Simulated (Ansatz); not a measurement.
**Data sheet: Cu$_{3}$Sn (DFT)**

Cu₃Sn:
```
Cu3Sn
1.0
    0.00000     3.02620     3.02620
    3.02620     0.00000     3.02620
    3.02620     3.02620     0.00000
Cu Sn
3 1
Direct
  0.50000   0.50000   0.50000
  0.75000   0.75000   0.75000
  0.25000   0.25000   0.25000
  0.00000   0.00000   0.00000
```

Space group Fm-3m (No. 225); conventional cell a = b = c = 6.052 Å, α = β = γ = 90.00°.

Method: the program Ansatz at the PBEsol level (PAW). Geometry: relaxed at this level of theory. Other levels are named where they apply.

Cell and energy:

Volume per atom: 13.86 Å³
Density: 9.27 g/cm³
Formation energy from the elements (no fitted shifts): 0.052 eV/atom

Electronic structure:

* **Electronic character**: metallic (no gap)
* **Density of states at the Fermi level**: 0.22 states/eV per atom (mean over ±0.08 eV)
* **Gap with spin–orbit coupling**: none (metallic)

Mechanics:

- Bulk modulus (Birch–Murnaghan fit) = 130 GPa
- Pressure derivative B′ = 5.2
- Elastic constants (relaxed ions, GPa) = C11 = 126, C12 = 132, C44 = 68.1
- Mechanical stability = unstable (C has a negative eigenvalue)

Phonons:

- Highest zone-centre frequency = 189 cm^-1
- Zone-centre stability = no imaginary mode at Γ

The first step of the workflow began from a Materials Project structure, measured or hypothetical; the Crystallography Open Database copy checked does not list it. COD files the formula under space group No. 59, 63. With Cu and Sn taken as one species the cell has the higher symmetry Im-3m, so it may be an ordered model of a mixed-site phase. Its standing as an ambient phase is unchecked. The PBEsol relaxation kept the symmetry of its start. The run is not spin-polarised. As this level gives no gap, shear constants depend on the k-mesh and smearing (Fermi–Dirac, 0.1 eV here). As this level gives no gap, phonon frequencies hold no LO–TO term and depend on the k-mesh and smearing (Fermi–Dirac, 0.1 eV here). The references are the lowest solids computed at this level, not always the standard phases. Scalar-relativistic: spin–orbit coupling is off unless named, which matters more the heavier the elements.

Potentials: the later of the program's two PAW sets.
